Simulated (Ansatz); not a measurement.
The start is a relaxed WSe2 cell, doubled along one cell vector, shaken by Gaussian noise of σ = 0.08 Å a coordinate. A full variable-cell relaxation at zero pressure is run with r2SCAN (plane waves to 500 eV, PAW, scalar-relativistic; Ansatz, an electronic-structure program). The first steps use a coarse 4×2×7 k-mesh.

Input geometry:
```
WSe2
1.0
    5.62701     0.00000     0.00000
    0.00000    12.64204     0.00000
    0.00000     0.00000     3.31344
W Se
4 8
Cartesian
  2.78404   3.04551   1.59957
  2.81561   9.50111   1.66405
  0.01955  -0.07180  -0.00946
  0.07355   6.33348   0.06372
  4.02958   5.28791   1.61002
  3.89900  11.84302   1.65357
  1.13764   4.02996   0.03957
  1.29409  10.34438   0.02984
  4.42821   2.20927   0.07266
  4.52383   8.70457  -0.15203
  1.71707   0.86940   1.71815
  1.68705   7.15990   1.70515
```

```yaml
largest_initial_force: about 2.6 eV/Å, on Se8 (atoms numbered as listed)
energy_released: 0.07 eV/atom
relative_to_the_parent: The parent structure is recovered, Pnnm (No. 58)
band_gap_at_the_end: no gap (metallic)
optimiser_moves: 8
```

Final structure:

Space group Pnnm (No. 58); a = 5.6270 Å, b = 6.3209 Å, c = 3.3133 Å, α = 90.00°, β = 90.00°, γ = 90.00°

```csv
atom,site,symmetry,x,y,z
W,2a,..2/m,0.0000,0.0000,0.0000
Se,4g,..m,0.2049,0.6477,0.0000
```

Final values are on a 8×8×14 k-mesh of the relaxed cell. No spin polarisation in the result.

The relaxed structure here is a generated cell of WSe2: the first start was made by placing the elements on the sites of a structure type, and the end was not matched to a known phase here, so it may be hypothetical. Known forms of WSe2 include space group No. 194.
